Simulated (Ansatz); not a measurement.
A geometry of Ti$_{3}$Si away from equilibrium: step 2 of the relaxation of a generated cell, Ti3Si built in the AFLOW prototype A3B_hP8_194_h_c (D0_19, as in Ni3Sn). Level of theory: r2SCAN (plane waves to 500 eV, PAW, scalar-relativistic; Ansatz, an electronic-structure program). Γ-centred k-mesh 6×6×7 on the run's cell, Fermi–Dirac smearing 0.05 eV. The plane waves were selected for a different cell earlier on the path.

```
Ti3Si
1.0
    5.85193     0.00000     0.00000
   -2.92597     5.06792     0.00000
    0.00000     0.00000     4.70248
Ti Si
6 2
Cartesian
  2.92597   3.39356   1.17562
 -1.47593   4.23074   3.52686
  1.45004   0.83718   1.17562
  0.00000   1.67436   3.52686
  4.40189   0.83718   1.17562
  1.47593   4.23074   3.52686
  0.00000   3.37862   1.17562
  2.92597   1.68931   3.52686
```

Task: What forces act on the atoms (eV/Å)?

Result: 
| atom | Fx | Fy | Fz |
|---|---|---|---|
| Ti1 | 0.00 | -0.74 | 0.00 |
| Ti2 | 0.64 | -0.37 | 0.00 |
| Ti3 | 0.64 | 0.37 | 0.00 |
| Ti4 | 0.00 | 0.74 | 0.00 |
| Ti5 | -0.64 | 0.37 | 0.00 |
| Ti6 | -0.64 | -0.37 | 0.00 |
| Si7 | 0.00 | 0.00 | 0.00 |
| Si8 | 0.00 | 0.00 | 0.00 |

The path ends in P6₃/mmc (No. 194) (AFLOW prototype A3B_hP8_194_h_c (D0_19, as in Ni3Sn)). No spin polarisation in the result.

The run could not lose the symmetry of its start.

The first start was generated by placing the elements on the sites of a structure type. Materials Project lists a structure of Ti3Si in the same space group, P6₃/mmc (No. 194); the sites were not compared with it, nor with measured phases.
